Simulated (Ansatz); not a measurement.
Polymorphs of SiRu2, each relaxed with plane-wave PAW PBE (Ansatz code):

A: P6_3/mmc
a = b = 4.1738 Å, c = 5.3362 Å, α = β = 90.00°, γ = 120.00°

| atom | site | symmetry | x | y | z |
|---|---|---|---|---|---|
| Si | 2c | -6m2 | 0.3333 | 0.6667 | 0.2500 |
| Ru | 2a | -3m. | 0.0000 | 0.0000 | 0.0000 |
| Ru | 2d | -6m2 | 0.6667 | 0.3333 | 0.2500 |

B: P4/nmm
a = b = 3.7550 Å, c = 5.9562 Å, α = β = γ = 90.00°

| atom | site | symmetry | x | y | z |
|---|---|---|---|---|---|
| Ru | 2a | -4m2 | 0.0000 | 0.0000 | 0.0000 |
| Ru | 2c | 4mm | 0.5000 | 0.0000 | 0.3366 |
| Si | 2c | 4mm | 0.0000 | 0.5000 | 0.2722 |

**Question.** Order them by energy per atom at 0 K (lowest first) at the level PBE.

**Answer.** B (+0 meV/atom), A (+76 meV/atom)

Constructed cells (a structure type filled with these elements, in neither database checked): A; B. All cells were relaxed under the symmetry of their starts (and spin orders); stability against distortions was not tested throughout. Rows with no word on spin ran without spin polarisation. Spin–orbit coupling is left out wherever it is not named.

Energies hold the estimated change up to a 700 eV cutoff; steps of a few meV lie near the error of the meshes.

Potentials: the later of the program's two PAW sets.
